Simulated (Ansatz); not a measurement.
The relaxed structure here is a generated cell of GaPt: the first start was made by placing the elements on the sites of a structure type, and the end was not matched to a known phase here, so it may be hypothetical.

A relaxed cell of GaPt (Fm-3m (No. 225)), relaxed on a k-mesh at least as fine as the one used below. Method: PBEsol (plane waves to 420 eV, PAW, scalar-relativistic; Ansatz, a first-principles code). Γ-centred k-mesh 11×11×11 on the run's cell (coarser than for final values), Fermi–Dirac smearing 0.05 eV.

```yaml
crystal:
  lattice:
    - [0.00000, 5.09017, 5.09017]
    - [2.54509, 2.54509, 5.09017]
    - [2.54509, 2.54509, 0.00000]
  atoms:
    - { symbol: Ga, position: [0.00000, 0.00000, 0.00000] }
    - { symbol: Ga, position: [0.50000, 0.00000, 0.00000] }
    - { symbol: Pt, position: [0.00000, 0.50000, 0.50000] }
    - { symbol: Pt, position: [0.50000, 0.50000, 0.50000] }
```

The atoms are displaced along an unstable phonon of this cell by (Å):

```json
[
 {"atom": "Ga1", "ux": "0.000", "uy": "0.000", "uz": "-0.150"},
 {"atom": "Ga2", "ux": "0.000", "uy": "0.000", "uz": "0.150"},
 {"atom": "Pt3", "ux": "0.000", "uy": "0.000", "uz": "-0.127"},
 {"atom": "Pt4", "ux": "0.000", "uy": "0.000", "uz": "0.127"}
]
```

What forces (eV/Å) and pressure result?


| atom | Fx | Fy | Fz |
|---|---|---|---|
| Ga1 | 0.00 | 0.00 | -0.28 |
| Ga2 | 0.00 | 0.00 | 0.28 |
| Pt3 | 0.00 | 0.00 | -0.71 |
| Pt4 | 0.00 | 0.00 | 0.71 |

Pressure -1.5 GPa.

Estimate the energy cost of the displacement in the harmonic approximation and compare with the calculation.

For a harmonic well ΔE = −½ Σ F·u = -0.132 eV a cell, or -33 meV/atom. The calculated energy relative to the undisplaced cell is -0.04 eV/atom, so the harmonic estimate holds well.

The undisplaced cell is probably no minimum: from this displacement the run went on to P4/nmm (No. 129), 0.20 eV/atom below it.

No spin polarisation in the result.
